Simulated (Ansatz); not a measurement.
KPH₂SO₃ (space group Cm)

```
KPH2SO3
1.0
    3.25762    -3.15546     0.00000
    3.25762     3.15546     0.00000
   -1.98023     0.00000     5.58145
K H P S O
1 2 1 1 3
Direct
  0.84405   0.84405   0.61021
  0.20844   0.82687   0.19124
  0.82687   0.20844   0.19124
  0.34433   0.34433   0.11028
  0.39011   0.39011   0.79724
  0.10557   0.10557   0.09565
  0.26240   0.65241   0.27307
  0.65241   0.26240   0.27307
```

The slice is a (-1 0 1) plane (indices of the conventional cell) through the point (0.208, 0.827, 0.191) (fractional), spanned by u = [1 -1 0] and v = [111] in vectors of this cell: u (6.31 Å) and v (7.19 Å, at 90° to u). It covers one period; positions are fractions (u, v).

All values below come from r2SCAN (plane waves to 500 eV, PAW, scalar-relativistic; Ansatz, a quantum-chemistry and plane-wave program). k mesh 8×8×6. Inside the PAW spheres the values are not all-electron values, and peaks at nuclei hang on which shells count as valence. KPH2SO3 was relaxed with its symmetry unable to fall.

Sketch the electrostatic potential energy of an electron, from the cell's mean on this plane as a map.


| v \ u | 0.00 | 0.14 | 0.29 | 0.43 | 0.57 | 0.71 | 0.86 |
|---|---|---|---|---|---|---|---|
| 0.92 | 0.2 | -1.6 | <-2.0 | <-2.0 | 0.6 | 4.2 | 5.3 |
| 0.83 | 5.4 | -0.7 | <-2.0 | <-2.0 | 4.8 | 6.0 | 6.2 |
| 0.75 | 6.1 | 3.4 | <-2.0 | 0.6 | 5.8 | 6.2 | 6.2 |
| 0.67 | 6.5 | 5.9 | 4.2 | 5.3 | 6.4 | 6.4 | 6.3 |
| 0.58 | 6.5 | 5.8 | 4.8 | 5.4 | 6.4 | 6.1 | 5.7 |
| 0.50 | 6.2 | 3.9 | -1.4 | 2.3 | 5.9 | 4.8 | 3.5 |
| 0.42 | 5.9 | 0.9 | <-2.0 | <-2.0 | 5.3 | 4.9 | 3.8 |
| 0.33 | 6.0 | 0.4 | <-2.0 | <-2.0 | 5.2 | 6.0 | 5.7 |
| 0.25 | 6.1 | 3.3 | <-2.0 | 1.1 | 5.7 | 6.3 | 6.3 |
| 0.17 | 5.7 | 5.4 | 3.8 | 4.9 | 5.7 | 6.0 | 6.3 |
| 0.08 | 0.3 | 4.0 | 4.5 | 4.8 | 1.3 | 4.2 | 5.5 |
| 0.00 | x | <-2.0 | <-2.0 | 0.5 | x | 0.3 | 3.5 |

Values: electrostatic potential energy of an electron, from the cell's mean, in eV. Points within 0.4 Å of a nucleus are blanked (x), as the pseudised field means little there. Values under -2 eV are set to -2. The zero, the cell's mean, hangs on the PAW cores.
